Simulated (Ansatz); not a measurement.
**Ge5P6O25: Coordination and Ge-73 quadrupole coupling**

Cell: an entry of the Crystallography Open Database (COD), ions relaxed with PBE at fixed cell.

Space group R-3:H (No. 148); a = 7.9940, c = 24.8700 Å, γ = 120.00°.

```
site  Wyckoff  site symmetry       x       y       z
 Ge1       6c             3.  0.0000  0.0000  0.8248
 Ge3       3a            -3.  0.0000  0.0000  0.0000
 Ge4       6c             3.  0.0000  0.0000  0.5690
   P      18f              1  0.6014  0.9593  0.5762
 O12      18f              1  0.8185  0.0409  0.5955
 O18      18f              1  0.9075  0.7864  0.2196
 O24      18f              1  0.8075  0.5590  0.2929
 O30       3b            -3.  0.0000  0.0000  0.5000
 O31      18f              1  0.5603  0.7985  0.5348
```

One atom of each set is listed; the run and its k-mesh use a cell of 36 atoms with edges of 9.49, 9.49, 9.49 Å.

Method: Kohn–Sham DFT in Ansatz, PBE, plane waves and PAW, scalar-relativistic, 420 eV cutoff, Γ-centred 3×3×3 k-points, Fermi–Dirac smearing 0.02 eV.

Q(Ge-73) = -196.0 mb.

**Question.** Order the Ge environments from the weakest to the strongest quadrupole coupling.
A. Ge4: 4 O at 1.72–1.77 Å
B. Ge3: 6 O at 1.87 Å
C. Ge1: 6 O at 1.85–1.91 Å

**Answer.** A (1.38 MHz, η = 0.00), B (2.50 MHz, η = 0.00), C (3.07 MHz, η = 0.00).

An axis of threefold or higher order runs through Ge4, Ge3 and Ge1, so V_zz lies along it and η is zero. Like point charges on the first shell alone (each adding as 1/d³) would give another order (Ge1 < Ge4 < Ge3): the covalent part of each bond and the atoms beyond the first shell count as well.
